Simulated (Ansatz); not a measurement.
## Guessed and relaxed cells of SrB2

The guess for SrB2 was made by a generator: ordered superstructure of bcc (P-3m1, No. 164) (sublattice all; occupants of the shared sites, in ratio, Sr: 1, B: 2). Lengths were set from tabulated atomic sizes, so they are only a guess.

start.cif

```cif
data_structure
_symmetry_space_group_name_H-M 'P-3m1'
_symmetry_Int_Tables_number 164
_cell_length_a 5.0688
_cell_length_b 5.0688
_cell_length_c 3.1040
_cell_angle_alpha 90.000
_cell_angle_beta 90.000
_cell_angle_gamma 120.000
_cell_volume 69.06
loop_
_atom_site_label
_atom_site_type_symbol
_atom_site_symmetry_multiplicity
_atom_site_Wyckoff_symbol
_atom_site_fract_x
_atom_site_fract_y
_atom_site_fract_z
_atom_site_occupancy
Sr1 Sr 1 a 0.00000 0.00000 0.00000 1
B1 B 2 d 0.66667 0.33333 0.66667 1
```

The calculation used Ansatz 0.2.0, DFT PBE, scalar-relativistic, plane waves, PAW. Cutoff 420 eV, Gaussian smearing, Γ-centred meshes. Cell and atoms relax first on a coarse mesh and then on a finer one. In between, the cell is made exact in the group found at 0.06 Å. In metals the finer mesh still leaves noise of several meV/atom or more. The steps can't lower the symmetry of their start. No spin polarisation.

end.cif

```cif
data_structure
_symmetry_space_group_name_H-M 'P6/mmm'
_symmetry_Int_Tables_number 191
_cell_length_a 3.3052
_cell_length_b 3.3052
_cell_length_c 4.4168
_cell_angle_alpha 90.000
_cell_angle_beta 90.000
_cell_angle_gamma 120.000
_cell_volume 41.79
loop_
_atom_site_label
_atom_site_type_symbol
_atom_site_symmetry_multiplicity
_atom_site_Wyckoff_symbol
_atom_site_fract_x
_atom_site_fract_y
_atom_site_fract_z
_atom_site_occupancy
Sr1 Sr 1 a 0.00000 0.00000 0.00000 1
B1 B 2 d 0.66667 0.33333 0.50000 1
```

The symmetry goes from P-3m1 (No. 164) to P6/mmm (No. 191). The end has the AlB2 type. The volume per atom shrinks by 39.5 %, from 23.0 to 13.9 Å³. The shortest distance goes from 3.10 Å (Sr–B, B–B and Sr–Sr) to 1.91 Å (B–B). The energy falls by about 2.0 eV/atom (the start's value is from the coarse mesh). The end is written in a standard setting, so origin, axes and order of atoms can differ from the start's.

* Volume per atom: 13.93 Å³
* Density: 4.34 g/cm³
* Formation energy: +0.18 eV/atom
* Gap on the 18×18×10 mesh of the 3-atom cell: 0 eV (a metal)

Formation energies are uncorrected and refer to the elements' standard structures at the same level. It can't be a ground state, since the elements alone are lower.

The last run used Gaussian smearing of 0.10 eV. A structure relaxed within its symmetry needn't be a true minimum. In all, the 3 runs took 66 s on 1 thread of Arm Neoverse V1, with other jobs on the host.
